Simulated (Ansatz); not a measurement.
**Computed scan of one atom of the cell: CsPbCl3 (cubic perovskite)**

CsPbCl3 (cubic perovskite)

```
CsPbCl3
1.0
    5.61855     0.00000     0.00000
    0.00000     5.61855     0.00000
    0.00000     0.00000     5.61855
Cs Pb Cl
1 1 3
Direct
  0.00000   0.00000   0.00000
  0.50000   0.50000   0.50000
  0.00000   0.50000   0.50000
  0.50000   0.50000   0.00000
  0.50000   0.00000   0.50000
```

In this cell atom 2 (Pb, nearest neighbour Cl at 2.809 Å; its periodic images, 5.6 Å or more away, move with it) is moved by s along Cartesian z, unit vector (0.000, 0.000, 1.000); all other atoms and the cell stay fixed.

All values below come from PBEsol (plane waves to 420 eV, PAW, scalar-relativistic; Ansatz, an electronic-structure program). k mesh 5×5×5 (Γ-centred), Fermi-Dirac smearing 0.05 eV. The energy includes the smearing's −TS. Compression counts positive. F∥ is the force on the atom along that direction. CsPbCl3 was relaxed with its symmetry unable to fall. Spin-orbit coupling is left out, though Pb is heavy. This is a high-temperature form of CsPbCl3. ΔE is measured from the undisplaced structure.

```json
[
 {"s (Å)": "-0.560", "ΔE (eV/cell)": "0.917", "F∥ (eV/Å)": "5.222", "P (GPa)": "3.07"},
 {"s (Å)": "-0.448", "ΔE (eV/cell)": "0.464", "F∥ (eV/Å)": "3.032", "P (GPa)": "1.79"},
 {"s (Å)": "-0.336", "ΔE (eV/cell)": "0.209", "F∥ (eV/Å)": "1.641", "P (GPa)": "0.92"},
 {"s (Å)": "-0.224", "ΔE (eV/cell)": "0.076", "F∥ (eV/Å)": "0.798", "P (GPa)": "0.37"},
 {"s (Å)": "-0.112", "ΔE (eV/cell)": "0.017", "F∥ (eV/Å)": "0.310", "P (GPa)": "0.06"},
 {"s (Å)": "0.000", "ΔE (eV/cell)": "0.000", "F∥ (eV/Å)": "0.000", "P (GPa)": "-0.04"},
 {"s (Å)": "0.112", "ΔE (eV/cell)": "0.017", "F∥ (eV/Å)": "-0.310", "P (GPa)": "0.06"},
 {"s (Å)": "0.224", "ΔE (eV/cell)": "0.076", "F∥ (eV/Å)": "-0.798", "P (GPa)": "0.37"},
 {"s (Å)": "0.336", "ΔE (eV/cell)": "0.209", "F∥ (eV/Å)": "-1.641", "P (GPa)": "0.92"},
 {"s (Å)": "0.448", "ΔE (eV/cell)": "0.464", "F∥ (eV/Å)": "-3.032", "P (GPa)": "1.79"},
 {"s (Å)": "0.560", "ΔE (eV/cell)": "0.917", "F∥ (eV/Å)": "-5.222", "P (GPa)": "3.07"}
]
```

Read from the data:

```
Quantity                                                                                                                                             Result
--------------------------------------------------------  -------------------------------------------------------------------------------------------------
Energy at s = 0.560 Å                                                                                                                          917 meV/cell
Force along the line at s = -0.560 Å                                                                                                              5.22 eV/Å
Symmetry of the curve                                                                                                         even: the same for both signs
Shape of the curve                                                                           a single well with its minimum at or next to zero displacement
Force constant k = d²E/ds² at s = 0 (finite differences)                                                                                         2.51 eV/Å²
Harmonic estimate at the end of the scan                  ½ks² = 393 meV/cell against the computed 917 meV/cell, so the well is stiffer than harmonic there
```

(For displaced atoms, the force is minus the slope of the energy, and its curvature is a force constant, which sets phonon frequencies.)
